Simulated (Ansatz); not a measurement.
# rocksalt-structured ReP

The computed numbers are results of r²SCAN, scalar-relativistic (no spin polarisation) in the plane-wave PAW code Ansatz at 500 eV, Γ-centred 12×12×12 mesh, 0.05 eV Gaussian smearing. The datasets are Ansatz's generated set soft_2.

```
CELL_PARAMETERS angstrom
0.00000 2.44585 2.44585
2.44585 0.00000 2.44585
2.44585 2.44585 0.00000
ATOMIC_POSITIONS crystal
Re 0.50000 0.50000 0.50000
P 0.00000 0.00000 0.00000
```

This is a trial structure made by placing the elements on a prototype's sites, so it needn't be the stable form.

Cell and atoms are those of this level's equilibrium.

The cell has space group Fm-3m (read at 0.01 Å). In it the stress is 0.00, 0.00, 0.00, 0.00, 0.00, 0.00 GPa and the largest force component 0.000 eV/Å. Each change below starts from this cell, without further relaxation. Stress is in GPa, positive in compression, in the order xx, yy, zz, yz, xz, xy; energies are counted from the cell above and are free energies with the smearing's entropy, which match forces and stress in a metal.

Task: What happens when atom 1 (Re) is moved by 0.12 Å along y?

Result: The energy changes by -5.0 meV per cell, and the force on it along the shift is 0.0161 eV/Å (−F/u = -0.13 eV/Å²). Stress: -1.07, 6.45, -1.07, 0.00, 0.00, 0.00.
| atom | Fx (eV/Å) | Fy | Fz |
| --- | --- | --- | --- |
| Re1 | 0.000 | 0.016 | 0.000 |
| P2 | 0.000 | -0.016 | 0.000 |

Task: What stress follows from an engineering strain of 3 % in xz, atoms carried along?

Result: 0.07, -0.27, 0.07, 0.00, 3.54, 0.00 GPa; the energy changes by -10.1 meV per cell.
The stress changes with the wrong sign for a stable crystal (a clamped-atom constant of about -118 GPa), so the cell is unstable against this strain on this mesh; in a metal a finer mesh can change the sign.

Task: All atoms and the cell are disturbed at random:
```
CELL_PARAMETERS angstrom
-0.04301 2.42522 2.40892
2.39627 -0.03723 2.40314
2.40514 2.42830 -0.04609
ATOMIC_POSITIONS crystal
Re 0.51178 0.51017 0.49297
P 0.98822 0.98983 0.00703
```
Give the energy change, the stress and the forces.

Result: -3.8 meV per cell; stress 4.57, 1.30, 9.87, -2.22, -2.67, -1.59 GPa.
```
atom  Fx (eV/Å)      Fy      Fz
 Re1      0.036   0.060  -0.049
  P2     -0.036  -0.060   0.049
```

No spin–orbit coupling, a notable omission for heavy elements. A displaced or strained copy of the relaxed cell lay 5.1 meV/atom lower, so the structure isn't a true minimum at this level, unless the mesh, which matters in a metal, makes it so.
